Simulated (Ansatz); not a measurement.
## The polar optical mode of SrO at 50 GPa, worked through

Computed with DFT LDA, scalar-relativistic, plane waves, PAW in Ansatz 0.2.0. Cutoff 420 eV, 10×10×10 k-points (Γ-centred), fixed occupations. No spin polarisation. Phonons by linear response, acoustic sum rule imposed.

The cell, relaxed at 50 GPa:
Space group Fm-3m (No. 225). a = 4.638 Å, b = 4.638 Å, c = 4.638 Å, α = 90.00°, β = 90.00°, γ = 90.00°
```csv
atom,site,symmetry,x,y,z
Sr,4a,m-3m,0.0000,0.0000,0.0000
O,4b,m-3m,0.5000,0.0000,0.0000
```

The real crystal has changed phase below this pressure.

Linear response gives ν_TO = 361.4 cm⁻¹, Born charges ±2.745 e (positive on Sr) and ε∞ = 4.218. The primitive cell holds 24.936 Å³, and the masses are 87.620 and 15.999 amu.

Q: Find ν_LO and the static dielectric constant.

A: The long-wave field adds a restoring force: ω_LO² − ω_TO² = Z*²e²/(ε_vac ε∞ μV). In these units ν_LO² − ν_TO² = 4.92064×10⁷ Z*²/(μ V ε∞) cm⁻², with μ = m₁m₂/(m₁ + m₂) = 13.529 amu: 260584 cm⁻². So ν_LO = √(361.4² + 260584) = 625.4 cm⁻¹, and the run gives 625.4. Lyddane–Sachs–Teller then gives ε0 = ε∞ (ν_LO/ν_TO)² = 12.63, against 12.63 in the run (it forms both from the same three quantities, so the match checks the arithmetic only). Between ν_TO and ν_LO the dielectric function is negative and an undamped crystal reflects fully: a reststrahlen band from 16.0 to 27.7 μm.

Q: What do the Clausius–Mossotti polarisability and the Szigeti charge come to?

A: With the Lorentz local field, α = (3V/4π)(ε∞ − 1)/(ε∞ + 2) = 3.08 Å³ for the pair, and e_S = 3Z*/(ε∞ + 2) = 1.32 e. The Born charge includes the electrons' response to the dipole's own local field, and e_S takes that enhancement out. The Lorentz field assumes point-like polarisable ions, a poor picture once ε∞ is this large, since the electron clouds then overlap or are shared, so both numbers are formal here.

Q: How strongly does a slow electron couple to the LO mode?

A: For one isotropic parabolic band, Fröhlich's constant is α_F = (1/ε∞ − 1/ε0) √(m* Ry/ħω_LO), with Ry = 13.606 eV, ħω_LO = 77.5 meV and m* in free-electron masses: α_F = 0.1580 × 13.25 × √m* = 2.09 √m*. The band mass isn't part of this run; for m* = 0.1, 0.3 and 1 it gives 0.66, 1.15, 2.09. In weak coupling the polaron lies α_F ħω_LO below the band edge (89 meV at m* = 0.3) with a mass m*(1 + α_F/6); past α_F of about 5 or 6 that expansion fails. A semilocal functional's ε∞ tends to be too large, which taken alone lowers α_F.